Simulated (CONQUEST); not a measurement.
Consider a self-consistent single point of TiAl3 (I4/mmm, 8 atoms in the cell; from Materials Project mp-542915, changed as shown).

```
CELL_PARAMETERS angstrom
      3.74577     0.00000     0.00000
      0.00000     3.74577     0.00000
      0.00000     0.00000     8.39011
ATOMIC_POSITIONS crystal
  Ti 0.00000 0.00000 0.00000
  Ti 0.50000 0.50000 0.50000
  Al 0.50000 0.50000 0.00000
  Al 0.00000 0.50000 0.25000
  Al 0.50000 0.00000 0.25000
  Al 0.00000 0.00000 0.50000
  Al 0.50000 0.00000 0.75000
  Al 0.00000 0.50000 0.75000
```

Method: PBE, numerical atomic orbitals double-zeta with polarisation (the shipped basis), PseudoDojo norm-conserving potentials made for PBE (CONQUEST 1.3).

CONQUEST settings:

```
setting                                         value
---------------------  ------------------------------
basis                                             DZP
Diag.MPMeshX, Y, Z                              6 6 4
potentials             PseudoDojo norm-conserving PBE
Grid.GridCutoff                                140 Ha
DM.SolutionMethod                              diagon
Diag.kT                                   0.003675 Ha
Diag.GammaCentred                                true
minE.SCTolerance                              1.0e-06
SC.MaxIters                                       100
SC.LinearMixingFactor                             0.5
SC.KerkerPreCondition                            true
SC.KerkerFactor                            0.5 1/bohr
AtomMove.TypeOfRun                             static
```

Results:

Number of valence electrons: 42
Number of bands: 116
Number of k-points after the program's reduction: 107
Size of the basis: 116
Number of SCF iterations: 16
FFT grid: 40 × 40 × 96
Free energy E − TS: -3610.2879 eV
Fermi level (on the code's own zero): -7.28 eV
Pressure: 10.46 GPa

For comparison: a first run was changed to give this one (lattice scaled by 0.98), and from it to this one the free energy rises by 38.0 meV/atom and the pressure goes from 2.99 to 10.46 GPa.

The program uses no crystal symmetry, so grid and mesh can part values that symmetry would make equal. The atom-centred basis is finite, which shifts total energies and pressures against plane waves. The structure comes from a collection of computed structures, made at another level of theory; the collection holds predicted forms beside known ones. No clean gap shows at this smearing width and mesh (spacing up to 0.28 Å⁻¹); the mesh is coarse for partly filled bands, so the values carry mesh errors.

Cost on one core: roughly 4 core-minutes.
